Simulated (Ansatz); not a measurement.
**Review of an SCF result for Ni**

Ni is taken as an experimental structure (space group Fm-3m, primitive cell doubled), 2 atoms in the cell. The computed pressure is over 10 GPa in size, so the cell is far from the computed equilibrium volume. Source: COD entry 9012999; the sample's temperature and pressure aren't taken into account, and it need not be the stable phase.

Computed with Ansatz development build ahead of 0.2.0, DFT, LDA, PAW, plane waves, scalar-relativistic.

```yaml
crystal:
  lattice:
    - [0.0, 3.5388, 3.5388]
    - [1.7694, 0.0, 1.7694]
    - [1.7694, 1.7694, 0.0]
  atoms:
    - { symbol: Ni, position: [0.0, 0.0, 0.0], spin: 2.0 }
    - { symbol: Ni, position: [0.5, 0.0, 0.0], spin: -2.0 }
magnetization:
  spin_polarized: true
hamiltonian:
  xc: lda
  pseudopotentials: { kind: paw }
basis:
  ecutwfc: 420
kpoints:
  mp_grid: { grid: [7, 13, 13] }
scf:
  occupations: { method: fermi_dirac, width: 0.05 }
  lower_state_search: "off"
output:
  forces: true
  stress: true
```

Time: 8.7 s on 2 threads of Arm Neoverse V2 (shared host), peak memory 0.47 GiB.

The end of the output:

```
SCF converged after 14 iterations
Magnetization: 0.0000 μB (18.0000 up, 18.0000 down)
Absolute magnetization: 0.3957 μB (∫|ρ↑−ρ↓|, with the PAW one-centre terms)
Spin contamination: 0.0919 ħ² per cell (⟨S²⟩ above its minimum at these occupations)
Per-site moments (μB) at R_I (Å): [(0.1944, 1.0322), (-0.1944, 1.0322)]
Free energy (F): -11546.538122 eV
Harris-Foulkes:  -11546.538122 eV  (|F-HF|=7.46e-11)
Internal energy: -11546.481743 eV  (E = F + TS)
E sigma→0 (E₀):  -11546.509933 eV
Entropy (-TS):   -0.056379 eV (-28.189 meV/atom)
Fermi energy:    17.138804 eV
--- Forces (eV/Å), atoms counted from 1 ---
  atom   1  Ni     0.00000000     0.00000000     0.00000000
  atom   2  Ni     0.00000000     0.00000000     0.00000000
--- Stress (GPa, compression-positive) ---
      -20.683948      -0.176410      -0.176410
       -0.176410     -20.539238       0.117382
       -0.176410       0.117382     -20.539238
  P = ⅓ Tr σ = -20.5875 GPa (-205.875 kbar)
```

The mesh has less symmetry than the lattice, which lowers the symmetry of the run.

A small moment in a metal is sensitive to the mesh and the smearing.

Site moments are taken inside atomic spheres and don't add up to the total.

**Question.** Has the SCF ended in the lowest solution? If not, by how much is it too high?

**Answer.** No. A state 45.5 meV/atom (0.091 eV per cell) lower exists in this cell: ferromagnetic, site moments Ni1 0.64, Ni2 0.64 μB, total 1.22 μB per cell, no gap on the k-mesh. It was reached from: parallel moments, default search for lower states [Ni1 2.00, Ni2 2.00 μB]; parallel moments, plain SCF [Ni1 2.00, Ni2 2.00 μB]. States within about 5 meV/atom are too close for this mesh, smearing and search to settle their order. This multiple of the primitive cell fits some opposed orders; other multiples fit others. “Lowest” means lowest among the runs made in this cell.
